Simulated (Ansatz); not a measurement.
Ge:
```
Ge
1.0
    0.00000     2.83598     2.83598
    2.83598     0.00000     2.83598
    2.83598     2.83598     0.00000
Ge
2
Direct
  0.00000   0.00000   0.00000
  0.25000   0.25000   0.25000
```

Relaxed with r²SCAN.

Task: Map the valence electron density (e/Å³), cut off at 1 on the plane through (0.000, 0.000, 0.000) spanned by u = [1, 0, 0] and v = [-1, 1, 1] in lattice vectors, from the program Ansatz at the r²SCAN level (PAW).

Result: x is the fraction of u, y of v (the angle between them is 90°; rows are the nearest grid lines); atoms in the plane: Ge at (0.00, 0.00), Ge at (0.50, 0.25).
```
|999964211111112469999|
|999953211000112359999|
|999942100000001248999|
|654321000000000123456|
|332210000000000012233|
|221100000000000001122|
|111000000000000000111|
|000000000000000000000|
|000000000000000000000|
|000000000000000000000|
|000000000000000000000|
|000000000000000000000|
|000000011222110000000|
|000000122333221000000|
|000001234565432100000|
|000011358999853110000|
|000012499999984210000|
|111124699999996421111|
|222234699999996432222|
|333344699999996443333|
|655445569999965544556|
|999964433333334469999|
|999964322222223469999|
|999964211111112469999|
```
Scale: ten equal steps from 0.017 (start of '0') to 1.00 (end of '9'), in the order '0123456789'; x runs from 0.000 to 1.00, y from 0.000 (bottom) to 1.00 (top).

The density is the valence pseudo-density with augmentation charge, so density and ELF within about 1 Å of a nucleus are not all-electron values.

Space group Fd-3m (diamond). The r²SCAN relaxation kept the symmetry of its start; phonons on a q-mesh show no instability.

Potentials: the earlier of the program's two PAW sets.
